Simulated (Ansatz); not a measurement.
A sound run on Pt (Fm-3m), total moment held at 1.2 μB (DFT, PBE, PAW with Ansatz's default frozen-core files, scalar-relativistic in Ansatz):

```yaml
crystal:
  lattice:
    - [0.0, 1.9609, 1.9609]
    - [1.9609, 0.0, 1.9609]
    - [1.9609, 1.9609, 0.0]
  atoms:
    - { symbol: Pt, position: [0.0, 0.0, 0.0], spin: 1.2 }
magnetization:
  spin_polarized: true
  initial_magnetization: 1.2
  spin_locking: { lock_magnetization: hard }
kpoints:
  mp_grid: { grid: [14, 14, 14] }
scf:
  occupations: { method: fermi_dirac, width: 0.1 }
  lower_state_search: "off"
hamiltonian:
  xc: pbe
  pseudopotentials: { kind: paw }
output:
  forces: true
  stress: true
  eigenvalues: true
  write_density: true
  write_potential: true
  elf: true
  volumetric_format: npy
```

It converged in 7 iterations. Site moments (μB): Pt 1.13. Cell moment 1.20 μB. Pressure 19.46 GPa.

A copy of this input with one fault was run (output keys and an iteration cap apart), and the program printed:

```
Error: invalid value for `kpoints.mp_grid.grid`: each dimension must be in 1..=255
```

What kind of fault is it?

It is a mesh with a zero or a mesh and a spacing:
```diff
-  mp_grid: { grid: [14, 14, 14] }
+  mp_grid: { grid: [0, 14, 14] }
+  max_iter: 80
```
